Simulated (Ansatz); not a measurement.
An Ansatz (an electronic-structure program) run. Input:

Ansatz 0.2 input:
```yaml
crystal:
  lattice:
    - [0.0, 2.4651392851, 2.4651392851]
    - [2.4651392851, 0.0, 2.4651392851]
    - [2.4651392851, 2.4651392851, 0.0]
  atoms:
    - { symbol: Ru, position: [0.0, 0.0, 0.0] }
    - { symbol: Al, position: [0.5, 0.5, 0.5] }
kpoints:
  mp_grid: { grid: [30, 30, 30] }
hamiltonian:
  xc: pbesol
  pseudopotentials: { kind: paw }
scf:
  occupations: { method: fermi_dirac, width: 0.1 }
elastic: { mode: relaxed_ion, stencil: two_point, amplitude: 0.005, f_tol: 0.0005 }
```

Output (shortened):

```
Pseudopotential: Ru, paw, valence charge 16
Pseudopotential: Al, paw, valence charge 3
Functional definition: PBEsol
Crystal: 2 atoms, lattice volume = 29.961 Å³
Basis set: ecut = 420 eV, 561 PW (Γ), exchange–correlation on 48×48×48 points (8 copies of the dense FFT grid, shifted against one another)
Bands: 14, of which v1, the nominal top of the filled ones, is band 10 counted from 1 (9 counted from 0)
Symmetry: 48 space group operations
Space group: Fm-3m (ITA 225), of the structure as read, at distance tolerance 3.1e-5 Å
k-points: 752 of 27000
SCF iter   1: F=—  HF=-6340.646002 eV  |F-HF|=—  |Δ(HF+E_count)|=         —  Δρ=7.80e-3  dr2=8.98e-3  ethr=1.77e-3  ⟨swp⟩=5.0  Hψ=59020  notcnv=0
preconditioner: auto → none
SCF iter   2: F=—  HF=-6340.644696 eV  |F-HF|=—  |Δ(HF+E_count)|=   1.31e-3  Δρ=4.43e-3  dr2=3.91e-3  ethr=4.73e-5  ⟨swp⟩=1.4  Hψ=16829  notcnv=0
SCF iter   3: F=—  HF=-6340.643784 eV  |F-HF|=—  |Δ(HF+E_count)|=   9.12e-4  Δρ=4.60e-4  dr2=1.83e-5  ethr=2.06e-5  ⟨swp⟩=2.4  Hψ=15878  notcnv=0
SCF iter   4: F=—  HF=-6340.643778 eV  |F-HF|=—  |Δ(HF+E_count)|=   5.62e-6  Δρ=1.34e-4  dr2=5.89e-6  ethr=9.63e-8  ⟨swp⟩=2.1  Hψ=17980  notcnv=0
SCF iter   5: F=—  HF=-6340.643778 eV  |F-HF|=—  |Δ(HF+E_count)|=   2.61e-8  Δρ=1.14e-5  dr2=1.32e-8  ethr=3.10e-8  ⟨swp⟩=2.4  Hψ=15271  notcnv=0
SCF iter   6: F=—  HF=-6340.643779 eV  |F-HF|=—  |Δ(HF+E_count)|=   5.01e-7  Δρ=3.07e-6  dr2=5.46e-10  ethr=6.95e-11  ⟨swp⟩=2.3  Hψ=15993  notcnv=0
SCF iter   7: F=—  HF=-6340.643779 eV  |F-HF|=—  |Δ(HF+E_count)|=  4.87e-10  Δρ=1.40e-7  dr2=3.17e-12  ethr=2.87e-12  ⟨swp⟩=2.6  Hψ=17122  notcnv=0
SCF iter   8: F=-6340.643779 eV  HF=-6340.643779 eV  |F-HF|=0.00e0  |Δ(HF+E_count)|=  1.82e-12  Δρ=1.11e-8  dr2=1.20e-14  ethr=1.00e-12  ⟨swp⟩=4.5  Hψ=36301  notcnv=0
SCF 1 converged in 8 iterations: F = -6340.643779 eV  dr2 = 1.20e-14
Crystal: 2 atoms, lattice volume = 29.811 Å³
Symmetry: 16 space group operations
k-points: 1992 of 27000
iter 1 solved again at ethr=6.44e-7 eV; its pass at ethr=3.10e-3 eV (dr2=1.22e-4 eV) is discarded
SCF iter   1: F=—  HF=-6340.642772 eV  |F-HF|=—  |Δ(HF+E_count)|=         —  Δρ=8.34e-4  dr2=1.54e-4  ethr=6.44e-7  ⟨swp⟩=2.0  Hψ=174410  notcnv=0
preconditioner: auto → none
SCF iter   2: F=—  HF=-6340.642724 eV  |F-HF|=—  |Δ(HF+E_count)|=   4.80e-5  Δρ=3.92e-4  dr2=1.87e-5  ethr=6.44e-7  ⟨swp⟩=2.0  Hψ=40773  notcnv=0
SCF iter   3: F=—  HF=-6340.642720 eV  |F-HF|=—  |Δ(HF+E_count)|=   4.58e-6  Δρ=4.21e-5  dr2=2.61e-7  ethr=9.86e-8  ⟨swp⟩=1.9  Hψ=36667  notcnv=0
SCF iter   4: F=—  HF=-6340.642720 eV  |F-HF|=—  |Δ(HF+E_count)|=   1.68e-7  Δρ=8.17e-6  dr2=5.62e-9  ethr=1.37e-9  ⟨swp⟩=2.2  Hψ=46998  notcnv=0
SCF iter   5: F=—  HF=-6340.642720 eV  |F-HF|=—  |Δ(HF+E_count)|=  2.09e-11  Δρ=8.90e-7  dr2=5.69e-11  ethr=2.96e-11  ⟨swp⟩=1.5  Hψ=32532  notcnv=0
SCF iter   6: F=—  HF=-6340.642720 eV  |F-HF|=—  |Δ(HF+E_count)|=  9.09e-13  Δρ=1.03e-7  dr2=2.50e-12  ethr=2.99e-13 (applied; sched 1.00e-12)  ⟨swp⟩=2.7  Hψ=48887  notcnv=0
SCF iter   7: F=-6340.642720 eV  HF=-6340.642720 eV  |F-HF|=3.64e-12  |Δ(HF+E_count)|=  1.82e-12  Δρ=1.88e-8  dr2=3.36e-14  ethr=1.00e-12  ⟨swp⟩=3.0  Hψ=113211  notcnv=0
SCF 2 converged in 7 iterations: F = -6340.642720 eV  dr2 = 3.36e-14
Crystal: 2 atoms, lattice volume = 30.111 Å³
Basis set: ecut = 420 eV, 593 PW (Γ), exchange–correlation on 48×48×48 points (8 copies of the dense FFT grid, shifted against one another)
iter 1 solved again at ethr=1.61e-10 eV; its pass at ethr=3.10e-3 eV (dr2=3.05e-8 eV) is discarded
SCF iter   1: F=—  HF=-6340.643216 eV  |F-HF|=—  |Δ(HF+E_count)|=         —  Δρ=1.51e-5  dr2=2.62e-8  ethr=1.61e-10  ⟨swp⟩=3.0  Hψ=174857  notcnv=0
preconditioner: auto → none
SCF iter   2: F=—  HF=-6340.643216 eV  |F-HF|=—  |Δ(HF+E_count)|=   5.84e-9  Δρ=6.99e-6  dr2=3.70e-9  ethr=1.38e-10  ⟨swp⟩=2.4  Hψ=36407  notcnv=0
SCF iter   3: F=—  HF=-6340.643216 eV  |F-HF|=—  |Δ(HF+E_count)|=  4.22e-10  Δρ=1.10e-6  dr2=7.24e-11  ethr=1.95e-11  ⟨swp⟩=2.2  Hψ=43679  notcnv=0
SCF iter   4: F=—  HF=-6340.643216 eV  |F-HF|=—  |Δ(HF+E_count)|=  1.36e-11  Δρ=1.83e-7  dr2=3.29e-12  ethr=3.81e-13 (applied; sched 1.00e-12)  ⟨swp⟩=2.1  Hψ=44293  notcnv=0
SCF iter   5: F=—  HF=-6340.643216 eV  |F-HF|=—  |Δ(HF+E_count)|=  1.82e-12  Δρ=3.66e-8  dr2=1.93e-13  ethr=1.73e-14 (applied; sched 1.00e-12)  ⟨swp⟩=2.4  Hψ=40927  notcnv=0
SCF iter   6: F=-6340.643216 eV  HF=-6340.643216 eV  |F-HF|=9.09e-13  |Δ(HF+E_count)|=  3.64e-12  Δρ=3.66e-9  dr2=1.53e-15  ethr=1.00e-12  ⟨swp⟩=4.0  Hψ=89388  notcnv=0
SCF 3 converged in 6 iterations: F = -6340.643216 eV  dr2 = 1.53e-15
Crystal: 2 atoms, lattice volume = 29.961 Å³
Basis set: ecut = 420 eV, 577 PW (Γ), exchange–correlation on 48×48×48 points (8 copies of the dense FFT grid, shifted against one another)
Symmetry: 8 space group operations
k-points: 3736 of 27000
iter 1 solved again at ethr=7.11e-7 eV; its pass at ethr=3.10e-3 eV (dr2=1.35e-4 eV) is discarded
SCF iter   1: F=—  HF=-6340.643975 eV  |F-HF|=—  |Δ(HF+E_count)|=         —  Δρ=7.29e-4  dr2=5.95e-5  ethr=7.11e-7  ⟨swp⟩=2.0  Hψ=314372  notcnv=0
preconditioner: auto → none
SCF iter   2: F=—  HF=-6340.643963 eV  |F-HF|=—  |Δ(HF+E_count)|=   1.20e-5  Δρ=3.07e-4  dr2=7.53e-6  ethr=3.13e-7  ⟨swp⟩=1.0  Hψ=52304  notcnv=0
SCF iter   3: F=—  HF=-6340.643962 eV  |F-HF|=—  |Δ(HF+E_count)|=   1.26e-6  Δρ=6.77e-5  dr2=5.44e-7  ethr=3.96e-8  ⟨swp⟩=1.0  Hψ=52305  notcnv=0
SCF iter   4: F=—  HF=-6340.643962 eV  |F-HF|=—  |Δ(HF+E_count)|=   2.01e-7  Δρ=5.95e-6  dr2=3.92e-9  ethr=2.86e-9  ⟨swp⟩=2.1  Hψ=84119  notcnv=0
SCF iter   5: F=—  HF=-6340.643962 eV  |F-HF|=—  |Δ(HF+E_count)|=   1.00e-9  Δρ=8.79e-7  dr2=4.22e-11  ethr=2.06e-11  ⟨swp⟩=2.5  Hψ=89072  notcnv=0
SCF iter   6: F=—  HF=-6340.643962 eV  |F-HF|=—  |Δ(HF+E_count)|=  1.09e-11  Δρ=2.18e-7  dr2=7.17e-12  ethr=2.22e-13 (applied; sched 1.00e-12)  ⟨swp⟩=1.7  Hψ=71933  notcnv=0
SCF iter   7: F=—  HF=-6340.643962 eV  |F-HF|=—  |Δ(HF+E_count)|=  4.55e-12  Δρ=6.17e-8  dr2=5.02e-13  ethr=3.77e-14 (applied; sched 1.00e-12)  ⟨swp⟩=1.8  Hψ=76967  notcnv=0
SCF iter   8: F=-6340.643962 eV  HF=-6340.643962 eV  |F-HF|=1.82e-12  |Δ(HF+E_count)|=  9.09e-13  Δρ=5.83e-9  dr2=2.79e-15  ethr=1.00e-12  ⟨swp⟩=4.0  Hψ=175429  notcnv=0
SCF 4 converged in 8 iterations: F = -6340.643962 eV  dr2 = 2.79e-15
Crystal: 2 atoms, lattice volume = 29.961 Å³
iter 1 solved again at ethr=1.16e-9 eV; its pass at ethr=3.10e-3 eV (dr2=2.21e-7 eV) is discarded
SCF iter   1: F=—  HF=-6340.643961 eV  |F-HF|=—  |Δ(HF+E_count)|=         —  Δρ=4.14e-5  dr2=2.22e-7  ethr=1.16e-9  ⟨swp⟩=1.9  Hψ=302267  notcnv=0
preconditioner: auto → none
SCF iter   2: F=—  HF=-6340.643962 eV  |F-HF|=—  |Δ(HF+E_count)|=   8.23e-7  Δρ=7.99e-6  dr2=5.80e-9  ethr=1.16e-9  ⟨swp⟩=2.2  Hψ=85488  notcnv=0
SCF iter   3: F=—  HF=-6340.643962 eV  |F-HF|=—  |Δ(HF+E_count)|=   1.13e-9  Δρ=2.26e-6  dr2=4.44e-10  ethr=3.05e-11  ⟨swp⟩=1.1  Hψ=53548  notcnv=0
SCF iter   4: F=—  HF=-6340.643962 eV  |F-HF|=—  |Δ(HF+E_count)|=  3.82e-11  Δρ=1.61e-7  dr2=7.32e-12  ethr=2.34e-12  ⟨swp⟩=2.3  Hψ=75989  notcnv=0
SCF iter   5: F=—  HF=-6340.643962 eV  |F-HF|=—  |Δ(HF+E_count)|=    0.00e0  Δρ=4.41e-8  dr2=2.26e-13  ethr=3.85e-14 (applied; sched 1.00e-12)  ⟨swp⟩=2.3  Hψ=78929  notcnv=0
SCF iter   6: F=-6340.643962 eV  HF=-6340.643962 eV  |F-HF|=0.00e0  |Δ(HF+E_count)|=  1.82e-12  Δρ=7.20e-9  dr2=4.83e-15  ethr=1.00e-12  ⟨swp⟩=4.0  Hψ=165734  notcnv=0
SCF 5 converged in 6 iterations: F = -6340.643962 eV  dr2 = 4.83e-15
SCF converged after 8 iterations
Free energy (F): -6340.643779 eV
Harris-Foulkes:  -6340.643779 eV  (|F-HF|=0.00e0)
Internal energy: -6340.576497 eV  (E = F + TS)
E sigma→0 (E₀):  -6340.610138 eV
Entropy (-TS):   -0.067282 eV (-33.641 meV/atom)
Fermi energy:    14.159295 eV
--- Per-component energies (eV) ---
  E_band       = -157.528694
  E_kinetic    = 543.975777
  E_local      = -1900.089254  (includes V_loc(G=0)·N_el)
  E_nonlocal   = 360.157190
  E_hartree    = 668.099443
  E_xc         = -229.257523
  E_vxc        = -268.248473  (∫ρ·V_xc dr)
  E_paw        = -3856.681726  (= ΣΔE_a)
  E_vpaw       = -229.522616  (= ΣTr[D̂ρ^β])
  E_aug_tail   = -0.000208  (compensation charges beyond the density's cutoff)
  E_ewald      = -1927.052632
  E_core_change = 0.272435  (= ΣΔE_core)
  E_smearing   = -0.067282  (= −TS)
  E_closure    = 0.000000  (closes the sum)
  Σ components = -6340.643779   (vs F -6340.643779, Δ=0.00e0)
  [band-id]    e_kinetic+e_local+e_nonlocal+2·e_hartree+e_vxc+e_vpaw+e_augmentation_tail = -157.528697   (vs E_band -157.528694, Δ=-2.64e-6)
--- Forces (eV/Å), atoms counted from 1 ---
  atom   1  Ru     0.00000000     0.00000000     0.00000000
  atom   2  Al     0.00000000     0.00000000     0.00000000
  max |Σ_I F_I| component: 0.0 eV/Å
--- Stress (GPa, compression-positive) ---
        0.250637       0.000000       0.000000
        0.000000       0.250637       0.000000
        0.000000       0.000000       0.250637
  P = ⅓ Tr σ = 0.2506 GPa (2.506 kbar)
--- Band table (eV; the first three rows and the last of 752) ---
  k-point 0: bands = ["-57.5672", "-27.6518", "-27.6518", "-27.6518", "4.9683", "12.0526", "12.0526", "12.0526", "12.3942", "12.3942", "20.8765", "20.8765", "20.8765", "24.1915"]
  k-point 1: bands = ["-57.5671", "-27.6526", "-27.6519", "-27.6519", "4.9916", "12.0370", "12.0614", "12.0614", "12.3855", "12.3855", "20.8061", "20.9079", "20.9079", "24.1934"]
  k-point 2: bands = ["-57.5669", "-27.6552", "-27.6523", "-27.6523", "5.0614", "11.9907", "12.0819", "12.0819", "12.3658", "12.3658", "20.6026", "21.0007", "21.0007", "24.1918"]
  k-point 751: bands = ["-57.5602", "-27.7044", "-27.7000", "-27.6831", "8.8828", "10.8340", "10.9338", "11.7000", "14.2510", "15.4760", "15.6571", "15.9011", "17.6567", "25.6535"]
--- Elastic constants: 2 strain directions × 2 members + reference (group order 48) ---
  dense FFT box of the reference and of every strained cell: 24×24×24
  strains applied: 11, 23; error gains: componentwise 1.00 (the most a stress slope's error grows in a printed constant), spectral 1.73 (1 for all six strains …
  C = ∂σ_k/∂η_j (tension-positive GPa; Voigt order 11 22 33 23 13 12):
       347.165     60.423     60.423      0.000      0.000      0.000
        60.423    347.165     60.423      0.000      0.000      0.000
        60.423     60.423    347.165      0.000      0.000      0.000
         0.000      0.000      0.000    -78.054      0.000      0.000
         0.000      0.000      0.000      0.000    -78.054      0.000
         0.000      0.000      0.000      0.000      0.000    -78.054
  reference stress σ⁰ (GPa):     -0.251     -0.251     -0.251      0.000      0.000      0.000
  C* (energy form; C + prestress term) asymmetry max|C*_kj − C*_jk| = 2.132e-14 GPa — a small one proves nothing (zero by symmetry where the batch's group is …
  moduli (Voigt/Reuss/Hill, GPa): K = 156.00/156.00/156.00   G = 10.52/-204.21/-96.84   E = -366.34   ν = 0.891
  mechanically stable: NO (min eigenvalue of sym C = -78.05 GPa)
  where every solve meets its electron count the energy-path curvature estimates C_jj along a normal strain and C_jj − ¼(σ⁰_aa + σ⁰_bb) along a shear (ab), of …
  strain η (Voigt 11):  stress-route row diagonal C_11 = 347.17 GPa, energy-path curvature d²(F+E_count+ΔE)/dδ²/Ω₀ = 347.10 GPa
         δ    σ_11 (GPa)             F (eV)   n_scf  n_hpsi   n_pw
    -5.000e-3      -2.0344       -6340.6427195       7  521676    604   relax 0 steps, max|allowed force component| 0.0 eV/Å
     5.000e-3       1.4373       -6340.6432164       6  457725    604   relax 0 steps, max|allowed force component| 0.0 eV/Å
  strain η (Voigt 23):  stress-route row diagonal C_44 = -78.05 GPa, energy-path curvature d²(F+E_count+ΔE)/dδ²/Ω₀ = -77.93 GPa
         δ    σ_23 (GPa)             F (eV)   n_scf  n_hpsi   n_pw
    -5.000e-3       0.3903       -6340.6439616       8  969309    604   relax 0 steps, max|allowed force component| 0.0 eV/Å
     5.000e-3      -0.3903       -6340.6439616       6  814835    604   relax 0 steps, max|allowed force component| 0.0 eV/Å
```

Cost: around 5 core-minutes (rough) on shared cores.

The start of the workflow was typed in or built on a structure type; neither database checked (COD, Materials Project) lists it. COD files the formula under space group No. 221, so this cell is another polymorph or a model. Its standing as an ambient phase is unchecked. The PBEsol relaxation kept the symmetry of its start. At this level the phase is mechanically unstable. The run is not spin-polarised. Its formation energy is positive at this level, so the cell may be metastable or incomplete. As this level gives no gap, shear constants depend on the k-mesh and smearing (Fermi–Dirac, 0.1 eV here). Spin–orbit coupling is left out wherever it is not named.

Potentials: the later of the program's two PAW sets.

Ansatz is a plane-wave DFT program.
